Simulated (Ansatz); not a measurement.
# Relaxing IrPt₃

The calculation used DFT r2SCAN, scalar-relativistic, plane waves, PAW (Ansatz). Settings: 500 eV cutoff, 12×12×12 k-mesh, Gaussian smearing of 0.10 eV, no spin polarisation.

What was changed in MnPt3: Mn → Ir on all its sites, cell and atoms relaxed.

Spin–orbit coupling is left out, which can shift energies with elements as heavy as these.

Command:

```bash
ansatz run input.yaml --threads 1 --pin off --max-ram 2560MiB --backend cpu --events-out ev --progress --plain --runs-dir out
```

Input:

```yaml
crystal:
  lattice:
    - [3.9189042229, 0.0, 0.0]
    - [0.0, 3.9189042229, 0.0]
    - [0.0, 0.0, 3.9189042229]
  atoms:
    - { symbol: Ir, position: [0.0, 0.0, 0.0] }
    - { symbol: Pt, position: [0.0, 0.5, 0.5] }
    - { symbol: Pt, position: [0.5, 0.0, 0.5] }
    - { symbol: Pt, position: [0.5, 0.5, 0.0] }
basis:
  ecutwfc: 500
kpoints:
  mp_grid: { grid: [12, 12, 12] }
hamiltonian:
  xc: r2scan
scf:
  occupations: { method: gaussian, width: 0.1 }
output:
  forces: true
  stress: true
  eigenvalues: true
relax:
  adjacent_minimum: "off"
  f_tol: 0.01
  max_steps: 60
  cell: { stress_tol: 0.1 }
```

F is the free energy. Steps run on the plane waves of an earlier cell, but the last one, and at times one on the way, on a freshly chosen basis, so a repeated geometry can differ a little in energy.

Steps:

```tsv
step	F − F(1) (eV)	largest force component (eV/Å)	V (Å³/atom)	P (GPa)
1	0.0000	0.000	15.046	-0.71
2	0.0009	0.000	14.934	1.53
3	-0.0004	0.000	15.010	-0.01
4	-0.0003	0.000	15.010	-0.01
```

Relaxed structure:

```
CELL_PARAMETERS angstrom
3.91578 0.00000 0.00000
0.00000 3.91578 0.00000
0.00000 0.00000 3.91578
ATOMIC_POSITIONS crystal
Ir 0.00000 0.00000 0.00000
Pt 0.00000 0.50000 0.50000
Pt 0.50000 0.00000 0.50000
Pt 0.50000 0.50000 0.00000
```

The structure is cubic, space group Pm-3m (No. 221). The conventional cell has a = 3.916 Å, b = 3.916 Å, c = 3.916 Å, α = 90.00°, β = 90.00°, γ = 90.00°. Around Ir (site symmetry m-3m) lie 12 Pt at 2.77 Å. Around Pt (site symmetry 4/mmm) lie 4 Ir at 2.77 Å and 8 Pt at 2.77 Å.

The run converged. Time: 97 s on 1 thread of Oxide Virtual Turin-like Processor (Zen 5) (shared host), peak memory 0.66 GiB.